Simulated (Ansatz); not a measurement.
Relaxation of a relaxed Sn cell with every coordinate shifted by Gaussian noise of σ = 0.1 Å; 2 atoms in the cell, which starts as P-1 (No. 2), aP2; a = 3.184 Å, b = 4.456 Å, c = 4.456 Å, α = 82.67°, β = 69.07°, γ = 69.07°. Method: r2SCAN (plane waves to 500 eV, PAW, scalar-relativistic; Ansatz, a quantum-chemistry and plane-wave program). Γ-centred k-mesh 12×12×8 on the run's cell (coarser than for final values), Fermi–Dirac smearing 0.05 eV. This is the first round of the run. 

The optimiser's lines from the output (shortened; P is positive under compression):

```
relax step   1: F+E_penalty+E_count = -12076.98670725 eV  Δ(F+E_penalty+E_count) = +0.000e0 eV  max|allowed force component| = 4.340e-1 eV/Å  Δτ_max = 0.0000 Å  P = +0.635 GPa  Ω = 55.154 Å³  (6 SCF iters, dr2 threshold 1.00e-7 eV, accepted)
relax step   2: F+E_penalty+E_count = -12077.03281422 eV  Δ(F+E_penalty+E_count) = -4.611e-2 eV  max|allowed force component| = 4.846e-2 eV/Å  Δτ_max = 0.0852 Å  P = -0.268 GPa  Ω = 55.360 Å³  (8 SCF iters, dr2 threshold 2.00e-7 eV, accepted)
relax step   3: F+E_penalty+E_count = -12077.03427076 eV  Δ(F+E_penalty+E_count) = -1.457e-3 eV  max|allowed force component| = 2.645e-2 eV/Å  Δτ_max = 0.0644 Å  P = -0.044 GPa  Ω = 55.147 Å³  (9 SCF iters, dr2 threshold 2.00e-7 eV, accepted)
relax step   4: F+E_penalty+E_count = -12077.03719133 eV  Δ(F+E_penalty+E_count) = -2.921e-3 eV  max|allowed force component| = 4.779e-3 eV/Å  Δτ_max = 0.0168 Å  P = -0.022 GPa  Ω = 55.114 Å³  (6 SCF iters, dr2 threshold 2.00e-7 eV, accepted)
relax step   5: F+E_penalty+E_count = -12077.03724499 eV  Δ(F+E_penalty+E_count) = -5.366e-5 eV  max|allowed force component| = 2.718e-4 eV/Å  Δτ_max = 0.0040 Å  P = -0.015 GPa  Ω = 55.103 Å³  (5 SCF iters, dr2 threshold 3.19e-8 eV, accepted)
relax step   6: F+E_penalty+E_count = -12077.03725535 eV  Δ(F+E_penalty+E_count) = -1.036e-5 eV  max|allowed force component| = 2.625e-4 eV/Å  Δτ_max = 0.0025 Å  P = -0.003 GPa  Ω = 55.088 Å³  (5 SCF iters, dr2 threshold 3.59e-9 eV, accepted)
relax step   7: F+E_penalty+E_count = -12077.03726028 eV  Δ(F+E_penalty+E_count) = -4.924e-6 eV  max|allowed force component| = 9.104e-4 eV/Å  Δτ_max = 0.0040 Å  P = -0.017 GPa  Ω = 55.102 Å³  (6 SCF iters, dr2 threshold 1.18e-9 eV, accepted)
relax step   8: F+E_penalty+E_count = -12077.03726380 eV  Δ(F+E_penalty+E_count) = -3.521e-6 eV  max|allowed force component| = 2.168e-3 eV/Å  Δτ_max = 0.0050 Å  P = +0.016 GPa  Ω = 55.071 Å³  (7 SCF iters, dr2 threshold 2.04e-9 eV, accepted)
relax step   9: F+E_penalty+E_count = -12077.03726499 eV  Δ(F+E_penalty+E_count) = -1.197e-6 eV  max|allowed force component| = 8.429e-4 eV/Å  Δτ_max = 0.0005 Å  P = +0.004 GPa  Ω = 55.082 Å³  (4 SCF iters, dr2 threshold 1.40e-9 eV, accepted)
relax step  10: F+E_penalty+E_count = -12077.03726345 eV  Δ(F+E_penalty+E_count) = +1.547e-6 eV  max|allowed force component| = 8.241e-4 eV/Å  Δτ_max = 0.0000 Å  P = +0.004 GPa  Ω = 55.082 Å³  stress off target by 8.60e-3 GPa  SCF on the basis re-selected at this cell (its energy is not comparable with the rows above)  (5 SCF iters)
```

From the first to the last row the energy changes by -0.03 eV/atom and the volume by -0.1 %. The last row is marked as not comparable with the walk above it, whose basis was carried along; it does compare with step 1, since both stand on a basis selected at the nominal cutoff for their own cell.

Later rounds, restarted from the end of this one on a renewed k-mesh, logged 7 more steps and released under 0.01 eV/atom more. The final structure after all rounds: I4₁/amd, origin choice 1 (No. 141), tI4, AFLOW prototype A_tI4_141_a (A5, as in Sn); a = 5.877 Å, b = 5.877 Å, c = 3.192 Å, α = 90.00°, β = 90.00°, γ = 90.00°. No spin polarisation in the result.

The run could not lose the symmetry of its start.
